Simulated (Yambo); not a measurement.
BSE-type run in Yambo on LiHF2 (space group R-3m, No. 166), at zero momentum.

Quantum ESPRESSO step (PBEsol, PseudoDojo standard norm-conserving files, scalar-relativistic):
```
&CONTROL
  calculation = 'nscf'
  pseudo_dir = './pseudo'
  outdir = './out'
/
&SYSTEM
  ibrav = 0
  nat = 4
  ntyp = 3
  ecutwfc = 84.0
  ecutrho = 336.0
  occupations = 'fixed'
  force_symmorphic = .true.
  nbnd = 25
/
&ELECTRONS
  conv_thr = 4e-09
  diago_full_acc = .true.
  diago_thr_init = 1e-08
/
ATOMIC_SPECIES
H 1.0080 H.upf
Li 6.9400 Li.upf
F 18.9984 F.upf
CELL_PARAMETERS angstrom
  1.494255285820   0.862708691506   4.389261807000
 -1.494255285820   0.862708691506   4.389261807000
 -0.000000000000  -1.725417383013   4.389261807000
ATOMIC_POSITIONS crystal
H   0.500000000000   0.500000000000   0.500000000000
Li   0.000000000000   0.000000000000   0.000000000000
F   0.413470879500   0.413470879500   0.413470879500
F   0.586529120500   0.586529120500   0.586529120500
K_POINTS automatic
10 10 10 0 0 0
```

Yambo input:
```
rim_cut
optics
bse
bss
dipoles
em1s
RandQpts= 1000000
RandGvec= 1 Ry
FFTGvecs= 40 Ry
Chimod= "HARTREE"
BSKmod= "SEX"
BSEmod= "resonant"
BSSmod= "hs"
BSENGexx= 15 Ry
BSENGBlk= 4 Ry
% KfnQP_E
 4.567 | 1.0 | 1.0 |
%
% BSEQptR
 1 | 1 |
%
% BSEBands
 5 | 10 |
%
% BEnRange
 0.0 | 17.9 | eV
%
% BDmRange
 0.15 | 0.15 | eV
%
BEnSteps= 358
% BLongDir
 0.0 | 0.0 | 1.0 |
%
BSHayTrs= -0.02
BSSNEig= 24
WRbsWF
% BndsRnXs
 1 | 20 |
%
NGsBlkXs= 4 Ry
% LongDrXs
 1.0 | 1.0 | 1.0 |
%
```

From the report:

The dimension is k points × valence × conduction bands = 1000 × 5 × 1 = 5000.
```
  [SLEPC] Approach                          : Krylov-Schur
  [SLEPC] Number of requested eigenvalues   :  24
  [SLEPC] Number of eigenvalues        [NEV]:  24
   [K] Dimension                                    :   5000
   [K] Bands                                        :   5  10
   [K] Exchange res                                 : yes
   [K] Correlation res                              : yes
   [K] W interaction is bare                        : no
   [K] RL vectors exchange                          :  251
   [K] RL vectors correlation                       :   35
   [W] Matrix size                                  :   35
   [W] Bands                                        :   1  20
   [W] Coulomb Cutoff                               : none
   [W] Hxc Kernel                                   : HARTREE
```
Lowest eigenvalues (eV; in brackets the number of states within 2 meV): 10.65 (2), 11.01 (2), 11.11 (1), 12.06 (2), 12.09 (2), 12.13 (1). They depend on the mesh, which isn't converged, and on the G0W0 scissor.

Geometry relaxed with PBE+D3(BJ).

The structure is a Materials Project entry; no match was found in the copy of COD used, and its stability was not checked.
